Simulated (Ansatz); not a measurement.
An Ansatz input:

```yaml
crystal:
  lattice:
    - [0.0, 3.7988686335, 3.7988686335]
    - [3.7988686335, 0.0, 3.7988686335]
    - [3.7988686335, 3.7988686335, 0.0]
  atoms:
    - { symbol: Tl, position: [0.125, 0.125, 0.125] }
    - { symbol: Tl, position: [0.875, 0.875, 0.875] }
hamiltonian:
  xc: blyp
  pseudopotentials:
    kind: paw
    azcp:
      Tl: "pseudopotentials/Tl.paw.azcp"
basis:
  ecutwfc: 420
  fft_grid_basis: typed
kpoints:
  mp_grid: { grid: [8, 8, 8], shift: [0, 0, 0] }
magnetization:
  spin_polarized: false
scf:
  occupations: { method: fermi_dirac, width: 0.1 }
  lower_state_search: "off"
output:
  stress: true
  write_density: true
  write_potential: true
  elf: true
  volumetric_format: npy
```

and its output:

```
Engine: ansatz 0.2.0, aarch64-unknown-linux-gnu
Pseudopotentials: kind: paw
Pseudopotential: Tl, paw, valence charge 13, recommended cutoff 420 eV (normal) 
Functional definition: BLYP
  parameter beta = 0.0042
  parameter a = 0.04918
  parameter b = 0.132
  parameter c = 0.2533
  parameter d = 0.349
  exchange = b88_x(beta = beta)
  correlation = lyp_c(a = a, b = b, c = c, d = d)
Crystal: 2 atoms, lattice volume = 109.646 Å³
Basis set: ecut = 420 eV, 2109 PW (Γ), exchange–correlation on 72×72×72 points (8 copies of the dense FFT grid, shifted against one another)
Bands: 17, of which v1, the nominal top of the filled ones, is band 13 counted from 1 (12 counted from 0)
Symmetry: 48 space group operations
Space group: Fd-3m (ITA 227), of the structure as read, at distance tolerance 4.8e-5 Å
k-points: 29 of 512
Non-local potential: Tl, projectors of the file, l = 0: 2, l = 1: 2, l = 2: 2, l = 3: 1
PAW form: soft (Blöchl's): semilocal exchange-correlation on the pseudo side does not see the compensation charge
PAW frozen core: Tl, regenerated for the run's functional, and the local potential with it (the file was generated under x = pbe(κ = 0.804, μ = 0.2195149727645171), c = pbe(β = 0.06672455060314922))
PAW one-centre angular grid: Tl, 590 points (default); XC on 64 Gauss nodes
Initial density: superposition of atomic densities (neutral atoms: chi_scale 0, normalization atom), corrected by the library's trained network
Initial wavefunctions: pseudopotential atomic-orbital guess
Functional: x = b88, c = lyp
SCF iter   1: F=—  HF=-22943.676686 eV  |F-HF|=—  |Δ(HF+E_count)|=         —  Δρ=3.75e-3  dr2=1.13e-2  ethr=1.77e-3  ⟨swp⟩=5.6  Hψ=2395  notcnv=0
SCF iter   2: F=—  HF=-22943.675702 eV  |F-HF|=—  |Δ(HF+E_count)|=   9.85e-4  Δρ=2.60e-3  dr2=6.82e-3  ethr=4.35e-5  ⟨swp⟩=2.0  Hψ=1102  notcnv=0
SCF iter   3: F=—  HF=-22943.672566 eV  |F-HF|=—  |Δ(HF+E_count)|=   3.14e-3  Δρ=3.35e-4  dr2=7.86e-5  ethr=2.62e-5  ⟨swp⟩=2.0  Hψ=842  notcnv=0
SCF iter   4: F=—  HF=-22943.672718 eV  |F-HF|=—  |Δ(HF+E_count)|=   1.52e-4  Δρ=6.13e-5  dr2=3.83e-6  ethr=3.02e-7  ⟨swp⟩=2.0  Hψ=893  notcnv=0
SCF iter   5: F=—  HF=-22943.672724 eV  |F-HF|=—  |Δ(HF+E_count)|=   6.16e-6  Δρ=1.16e-5  dr2=1.70e-7  ethr=1.47e-8  ⟨swp⟩=2.8  Hψ=921  notcnv=0
SCF iter   6: F=-22943.672724 eV  HF=-22943.672724 eV  |F-HF|=4.54e-9  |Δ(HF+E_count)|=   1.97e-7  Δρ=2.52e-6  dr2=1.55e-8  ethr=3.85e-10  ⟨swp⟩=9.1  Hψ=3489  notcnv=0
SCF 1 converged in 6 iterations: F = -22943.672724 eV  dr2 = 1.55e-8
SCF converged after 6 iterations
Free energy (F): -22943.672724 eV
Harris-Foulkes:  -22943.672724 eV  (|F-HF|=4.54e-9)
Internal energy: -22943.593335 eV  (E = F + TS)
E sigma→0 (E₀):  -22943.633030 eV
Entropy (-TS):   -0.079389 eV (-39.695 meV/atom)
Fermi energy:    4.013965 eV
--- Per-component energies (eV) ---
  E_band       = -150.440813
  E_kinetic    = 663.065773
  E_local      = -2710.524034  (includes V_loc(G=0)·N_el)
  E_nonlocal   = 630.935117
  E_hartree    = 1040.539899
  E_xc         = -454.199321
  E_vxc        = -275.459484  (∫ρ·V_xc dr)
  E_paw        = -20387.740862  (= ΣΔE_a)
  E_vpaw       = -539.545291  (= ΣTr[D̂ρ^β])
  E_aug_tail   = 0.000059  (compensation charges beyond the density's cutoff)
  E_ewald      = -1725.380665
  E_core_change = -0.289301  (= ΣΔE_core)
  E_smearing   = -0.079389  (= −TS)
  E_closure    = 0.000000  (closes the sum)
  Σ components = -22943.672724   (vs F -22943.672724, Δ=0.00e0)
--- Stress (GPa, compression-positive) ---
       -0.607841      -0.000000       0.000000
        0.000000      -0.607841       0.000000
       -0.000000      -0.000000      -0.607841
  P = ⅓ Tr σ = -0.6078 GPa (-6.078 kbar)
--- Band table (eV; the first three rows and the last of 29) ---
  k-point 0: bands = ["-7.7052", "-7.7052", "-7.7052", "-7.6559", "-7.6559", "-7.3425", "-7.3425", "-7.3425", "-7.3181", "-7.3181", "-3.9790", "1.1784", "5.6782", "5.6782", "5.6782", "7.2418", "7.2418"]
  k-point 1: bands = ["-7.7173", "-7.7173", "-7.7033", "-7.6389", "-7.6389", "-7.3594", "-7.3594", "-7.3499", "-7.3038", "-7.3038", "-3.8762", "0.8925", "5.3536", "5.4669", "5.4669", "7.4534", "7.5022"]
  k-point 2: bands = ["-7.7318", "-7.7318", "-7.6985", "-7.6137", "-7.6137", "-7.3796", "-7.3796", "-7.3679", "-7.2886", "-7.2886", "-3.5861", "0.2066", "4.8011", "5.1121", "5.1121", "7.9163", "7.9163"]
  k-point 28: bands = ["-7.7739", "-7.7739", "-7.5834", "-7.5834", "-7.4974", "-7.4974", "-7.4546", "-7.4546", "-7.2375", "-7.2375", "-1.9596", "-1.9596", "3.4264", "3.4264", "7.3020", "7.3020", "8.8609"]
```
